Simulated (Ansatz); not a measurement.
**¹²⁷I nuclear quadrupole resonance in CsSnI₃**

Cell: a computed structure from the Materials Project (it need not be an observed phase), atoms as given.

Space group Pnma (No. 62); a = 8.6778, b = 12.6239, c = 8.7297 Å.

```csv
site,Wyckoff,site symmetry,x,y,z
Cs,4c,.m.,0.9950,0.7500,0.0094
Sn,4b,-1,0.5000,0.0000,0.0000
I9,8d,1,0.7024,0.9917,0.7028
I13,4c,.m.,0.5004,0.2500,0.9802
```

One atom of each set is listed.

All values are calculated (Ansatz; DFT, r2SCAN, plane waves and PAW, scalar-relativistic, 500 eV cutoff, Γ-centred 4×3×3 k-points, Fermi–Dirac smearing 0.02 eV), not measured.

¹²⁷I: I = 5/2, Q = -688.2 mb (year-2017 value). Static lattice, zero field.

Problem. At which frequencies do the ¹²⁷I NQR lines lie?

Solution. For I = 5/2 and η = 0 the lines are 3|C_Q|/20 and twice that; η pulls their ratio below 2.

```
site  atoms  V_zz (10²¹ V/m²)  C_Q (MHz)     η  line frequencies (MHz)
  I9      8              38.0       -632  0.02             94.8, 189.5
 I13      4              39.1       -650  0.01             97.6, 195.1
```

At I9 and I13 V_zz points along the line of its two bonds (within 1°) in each case.

Without spin–orbit coupling the gradients at and beside I can be off by some per cent, at some sites by more. With these PAW files V_zz is typically within 2 to 3 % of all-electron values, but misses above 10 % occur on I.
